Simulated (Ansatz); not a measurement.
Starting cell, CsSnI3 (cubic perovskite):

```yaml
crystal:
  lattice:
    - [6.27133, 0.00000, 0.00000]
    - [0.00000, 6.27133, 0.00000]
    - [0.00000, 0.00000, 6.27133]
  atoms:
    - { symbol: Cs, position: [0.00000, 0.00000, 0.00000] }
    - { symbol: Sn, position: [0.50000, 0.50000, 0.50000] }
    - { symbol: I, position: [0.00000, 0.50000, 0.50000] }
    - { symbol: I, position: [0.50000, 0.50000, 0.00000] }
    - { symbol: I, position: [0.50000, 0.00000, 0.50000] }
```

In each cell atom 5 (I, nearest neighbour Sn at 3.136 Å; its periodic images, 6.3 Å or more away, move with it) moves by s·(1.000, 0.000, 0.000) (along Cartesian x), the rest being held.

These are PBE (plane waves to 420 eV, PAW, scalar-relativistic; Ansatz, a quantum-chemistry and plane-wave program) values and carry that method's errors. k mesh 5×5×5 (Γ-centred), Fermi-Dirac smearing 0.05 eV. E stands for the smeared free energy. CsSnI3 was relaxed with its symmetry unable to fall. Spin-orbit coupling is left out, though I is heavy. This is a high-temperature form of CsSnI3. The zero of ΔE is the undisplaced structure.

```
s (Å)   ΔE (meV/cell)
------  -------------
-0.940          211.8
-0.752          122.4
-0.564           63.5
-0.376       withheld
-0.188            6.5
0.000             0.0
0.188             6.5
0.376        withheld
0.564            63.5
0.752           122.4
0.940           211.8
```

Fit an even polynomial form (powers 2, 4, 6) to the given rows and predict ΔE at s = -0.376.

Least squares on the 9 given rows: ΔE = (180.0)·s² + (58.86)·s⁴ + (9.891)·s⁶, in meV/cell with s in Å; root-mean-square residual 0.04 meV/cell. At -0.376 the fit gives 26.7 meV/cell; the calculation gives 26.8 meV/cell, so the interpolation is off by -0.1 (-0.4 %). The quadratic term alone would give 25.4 meV/cell.

(A displaced cell: forces are minus the slopes of the energy, force constants its curvatures, and phonons follow from these.)
